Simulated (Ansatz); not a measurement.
LiF:
```xyz
2
Lattice="0.0000 1.9948 1.9948 1.9948 0.0000 1.9948 1.9948 1.9948 0.0000" Properties=species:S:1:pos:R:3 pbc="T T T"
Li     0.0000     0.0000     0.0000
F      1.9948     1.9948     1.9948
```

x, y and z are the axes in which the lattice vectors are written.

Give the high-frequency dielectric tensor and the Born effective charge tensors of the independent atoms from DFPT, r²SCAN (plane waves, PAW; program Ansatz).


ε∞:
```
1.99  0.00  0.00
0.00  1.99  0.00
0.00  0.00  1.99
```
Z* of atom 1 (Li), rows: field, columns: displacement, in e:
```
1.04  0.00  0.00
0.00  1.04  0.00
0.00  0.00  1.04
```
Z* of atom 2 (F), rows: field, columns: displacement, in e:
```
-1.04   0.00   0.00
 0.00  -1.04   0.00
 0.00   0.00  -1.04
```

Static charges for comparison (Bader): Li1 +0.91, F2 -0.91 e. Born charges measure polarisation by displacement and can exceed these by far.

Space group Fm-3m (rock salt). The cell was relaxed with r²SCAN under the symmetry of its start.

Potentials: the earlier of the program's two PAW sets. The files were generated under PBE; for other functionals the program regenerates the frozen cores, and for LDA and PBEsol the local potential too.
